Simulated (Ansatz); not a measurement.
Ti, DFT, LDA, all-electron LAPW, scalar-relativistic (Ansatz 0.2.0), run on 1 thread of Intel(R) Xeon(R) 6975P-C (Granite Rapids) on a shared host.

The cell comes from COD entry 1534878, which wasn't checked; take it as a given geometry. The listed cell was then made from it by scaling, straining or moving an atom.

Command: `ansatz run input.yaml --threads 1 --pin off --max-ram 3072MiB --backend cpu --events-out ev --progress --plain --runs-dir out`

```yaml
crystal:
  lattice:
    - [0.0609, 2.06045, 2.06045]
    - [2.06045, 0.0609, 2.06045]
    - [2.06045, 2.06045, 0.0609]
  atoms:
    - { symbol: Ti, position: [0.0, 0.0, 0.0] }
kpoints:
  mp_grid: { grid: [15, 15, 15] }
  band_path:
    path:
      - [0.0, 0.0, 0.0]
      - [0.5, 0.5, 0.5]
      - [0.2428775097, 0.5, 0.7571224903]
      - [-0.2428775097, 0.2428775097, 0.5]
      - [0.0, 0.0, 0.5]
      - [0.0, 0.0, 0.0]
      - [-0.3714387548, 0.0, 0.3714387548]
      - [0.0, 0.3714387548, 0.6285612452]
      - [0.0, 0.5, 0.5]
    npoints: 5
scf:
  occupations: { method: fermi_dirac, width: 0.05 }
hamiltonian:
  xc: lda
  pseudopotentials: { kind: all_electron, lapw: { basis_error: 0.00025 } }
output:
  forces: true
  stress: true
  eigenvalues: true
```

Problem. How large is the problem that the program sets up?

Solution. 344 irreducible k-points, 169 plane waves at Γ, 10 bands.

Problem. Estimate the wall time and the peak memory.

Solution. 13 s of wall time for 6 SCF iterations, with a peak of 0.47 GiB. Times on shared machines scatter by tens of per cent.
